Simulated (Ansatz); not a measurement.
Consider the following.

ZrN:
```
CELL_PARAMETERS angstrom
      0.00000     2.26225     2.26225
      2.26225     0.00000     2.26225
      2.26225     2.26225     0.00000
ATOMIC_POSITIONS crystal
  N  0.00000 0.00000 0.00000
  Zr 0.50000 0.50000 0.50000
```

This is the LDA-relaxed structure.

Problem. All from LDA in the plane-wave PAW code Ansatz, unless another level is named. Estimate the electronic character.

Solution. metallic (no gap).

Problem. Predict the formation energy from the elements (no fitted shifts).

Solution. -2.11 eV/atom.

Problem. Predict the density of states at the Fermi level.

Solution. 0.32 states/eV per atom (mean over ±0.08 eV).

Space group Fm-3m (rock salt). The cell was relaxed with LDA under the symmetry of its start; of distortions, only those at the zone centre were tested. The run is not spin-polarised. With an odd number of electrons in the cell and no spin polarisation, the count alone makes it a metal. The references are the lowest solids computed at this level, not always the standard phases (solids in place of the gases). Scalar-relativistic: spin–orbit coupling is off unless named, which matters more the heavier the elements.

Potentials: the later of the program's two PAW sets.
